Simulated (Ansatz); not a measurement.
Total density of states per atom from r²SCAN (plane waves, PAW; program Ansatz), in 0.25 eV bins, energy from the Fermi level:

```
E (eV) | states/eV/atom
    -7.85 | ## 0.09
    -7.60 | ## 0.09
    -7.35 | ## 0.10
    -7.10 | ## 0.11
    -6.85 | ### 0.15
    -6.60 | ###### 0.32
    -6.35 | ####### 0.34
    -6.10 | ###### 0.28
    -5.85 | ####### 0.37
    -5.60 | ######## 0.41
    -5.35 | ######### 0.45
    -5.10 | ######## 0.39
    -4.85 | ########## 0.54
    -4.60 | ############ 0.60
    -4.35 | ###################### 1.11
    -4.10 | ######## 0.43
    -3.85 | ############## 0.71
    -3.60 | ################### 0.95
    -3.35 | ## 0.11
    -3.10 | ### 0.14
    -2.85 | ##### 0.23
    -2.60 | ############# 0.64
    -2.35 | ################## 0.90
    -2.10 | ############## 0.73
    -1.85 | ################### 0.98
    -1.60 | ############### 0.75
    -1.35 | ######### 0.44
    -1.10 | ####### 0.38
    -0.85 | ######### 0.48
    -0.60 | ######## 0.39
    -0.35 | ######## 0.42
    -0.10 | ########### 0.55
     0.15 | ########## 0.53
     0.40 | ############## 0.69
     0.65 | ################ 0.82
     0.90 | ################### 0.96
     1.15 | ############ 0.61
     1.40 | ############## 0.73
     1.65 | ############################## 1.53
     1.90 | ################### 0.97
     2.15 | ################## 0.90
     2.40 | ############### 0.77
     2.65 | ######### 0.48
     2.90 | ###### 0.28
     3.15 | ######### 0.45
     3.40 | ######## 0.43
     3.65 | ############ 0.62
     3.90 | ############# 0.65
     4.15 | ############# 0.67
     4.40 | ############## 0.71
```

Problem. Which of these materials gives this?
A. AlV2C, P6_3/mmc (Al on 2d, V on 4f, C on 2a)
B. Lu3AlN, anti-perovskite
C. WSe2, P6_3/mmc (W on 2c, Se on 4f)
D. VP2, C2/m (V on 4i, P on 4i, P on 4i)

Solution. A, AlV2C, P6_3/mmc (Al on 2d, V on 4f, C on 2a). Within 0.5 eV of the Fermi level: V 3d 90 %. Projections are on Löwdin-orthogonalised atomic valence shells; empty p or d shells of many metals are not among them.

The cell was relaxed with r²SCAN under the symmetry of its start. The workflow began spin-polarised and lost its moments.

Potentials: the later of the program's two PAW sets.
